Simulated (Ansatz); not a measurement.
Recipe of this trial structure of Al2H3: random cell by space group and Wyckoff sites (P6/mmm, No. 191). Lengths were set from tabulated atomic sizes, so they are only a guess.

```
CELL_PARAMETERS angstrom
5.02852 0.00000 0.00000
-2.51426 4.35483 0.00000
0.00000 0.00000 5.59627
ATOMIC_POSITIONS crystal
Al 0.50000 0.00000 0.50000
Al 0.00000 0.50000 0.50000
Al 0.50000 0.50000 0.50000
Al 0.00000 0.00000 0.00000
H 0.22721 0.00000 0.50000
H 0.00000 0.22721 0.50000
H 0.77279 0.77279 0.50000
H 0.77279 0.00000 0.50000
H 0.00000 0.77279 0.50000
H 0.22721 0.22721 0.50000
```

Theory: DFT PBE, scalar-relativistic, plane waves, PAW (Ansatz 0.2.0). Cutoff 420 eV, Gaussian smearing, Γ-centred meshes. Cell and atoms relax first on a coarse mesh and then on a finer one. In between, the cell is made exact in the group found at 0.06 Å. In metals the finer mesh still leaves noise of several meV/atom or more. The steps can't lower the symmetry of their start. No spin polarisation.

A guess keeps its type if space group and coordination stay and the shape of the cell changes little (axis ratios within about 15 %, angles within 6°); the volume may change.

Q: Does it keep its structure type, or change into something else?

A: It doesn't keep its type. The symmetry stays P6/mmm (No. 191). The volume per atom shrinks by 4.5 %, from 12.3 to 11.7 Å³. The shortest distance goes from 1.14 Å (H–H) to 1.66 Å (Al–H). The ratio c/a of the conventional cell changes by a factor of 0.36. Counting neighbours within 15 % of an atom's shortest distance, the start has Al 2/12, H 2 and the end Al 2/12, H 3. In detail, at the end around Al on a site of symmetry mmm lie 2 H at 1.66 Å; around Al on a site of symmetry 6/mmm lie 12 H at 2.30 Å and 2 Al at 2.77 Å; around H lie 1 Al at 1.66 Å, 2 H at 1.84 Å and 2 Al at 2.30 Å.

```cif
data_structure
_symmetry_space_group_name_H-M 'P6/mmm'
_symmetry_Int_Tables_number 191
_cell_length_a 6.9875
_cell_length_b 6.9875
_cell_length_c 2.7665
_cell_angle_alpha 90.000
_cell_angle_beta 90.000
_cell_angle_gamma 120.000
_cell_volume 116.98
loop_
_atom_site_label
_atom_site_type_symbol
_atom_site_symmetry_multiplicity
_atom_site_Wyckoff_symbol
_atom_site_fract_x
_atom_site_fract_y
_atom_site_fract_z
_atom_site_occupancy
Al1 Al 3 g 0.50000 0.00000 0.50000 1
Al2 Al 1 a 0.00000 0.00000 0.00000 1
H1 H 6 k 0.26278 0.00000 0.50000 1
```

The zero of energy is the elements' standard structures at the same level (H₂ as a molecule); no fitted shifts are applied.

Q: At what energy does it end?

A: +0.60 eV/atom. The separate elements lie lower, so it is unstable against them.

The last run used a 6×6×14 mesh (in the run's order of axes) for its 10-atom cell and Gaussian smearing of 0.10 eV. No dispersion correction is applied, so the spacing and binding between layers, chains or molecules are poorly described. With hydrogen, zero-point motion can shift formation energies by some tens of meV/atom. A structure relaxed within its symmetry needn't be a true minimum. Another cell of Al2H3 relaxed alike, in Cm, lies 0.43 eV/atom lower, so this cell isn't the stable form at this level.

In counts of neighbours, a slash parts the counts of unlike sites.
